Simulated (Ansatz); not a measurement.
SnO$_{2}$ (rutile)

```yaml
crystal:
  lattice:
    - [4.82754, 0.00000, 0.00000]
    - [0.00000, 4.82754, 0.00000]
    - [0.00000, 0.00000, 3.23815]
  atoms:
    - { symbol: Sn, position: [0.00000, 0.00000, 0.00000] }
    - { symbol: Sn, position: [0.50000, 0.50000, 0.50000] }
    - { symbol: O, position: [0.30658, 0.30658, 0.00000] }
    - { symbol: O, position: [0.80658, 0.19342, 0.50000] }
    - { symbol: O, position: [0.19342, 0.80658, 0.50000] }
    - { symbol: O, position: [0.69342, 0.69342, 0.00000] }
```

Level of theory: PBE (plane waves to 420 eV, PAW, scalar-relativistic; Ansatz, a first-principles code). DFPT wavenumbers on a 8×8×10 k mesh, in cm⁻¹; i marks imaginary ones, q is in fractions of the reciprocal vectors of the cell shown, and the three acoustic modes at Γ are left out. The non-analytic (LO-TO) term is not included, so polar modes at Γ have their transverse values. SnO2 was relaxed with its symmetry unable to fall.

**Question.** Does any mode at Γ, X = (0.5, 0.0, 0.0), M = (0.5, 0.5, 0.0), Z = (0.0, 0.0, 0.5) come out imaginary?

**Answer.** No imaginary mode at these points (lowest 78 cm⁻¹ at M = (0.5, 0.5, 0.0)); other wave vectors were not tested.

**Question.** List the wavenumbers at Γ, X = (0.5, 0.0, 0.0), M = (0.5, 0.5, 0.0), Z = (0.0, 0.0, 0.5), with degeneracies.

**Answer.** 
| q | wavenumbers (cm⁻¹) |
|---|---|
| Γ | 110, 141, 220 (×2), 260 (×2), 340, 430, 437 (×2), 526, 548 (×2), 583, 706 |
| X = (0.5, 0.0, 0.0) | 105 (×2), 147 (×2), 178 (×2), 222 (×2), 321 (×2), 424 (×2), 494 (×2), 555 (×2), 702 (×2) |
| M = (0.5, 0.5, 0.0) | 78 (×2), 113 (×2), 211 (×2), 227 (×2), 327 (×2), 442 (×2), 482 (×2), 553 (×2), 695 (×2) |
| Z = (0.0, 0.0, 0.5) | 126 (×2), 173 (×2), 242 (×2), 252 (×2), 280 (×2), 520 (×2), 523 (×2), 568 (×2), 651 (×2) |
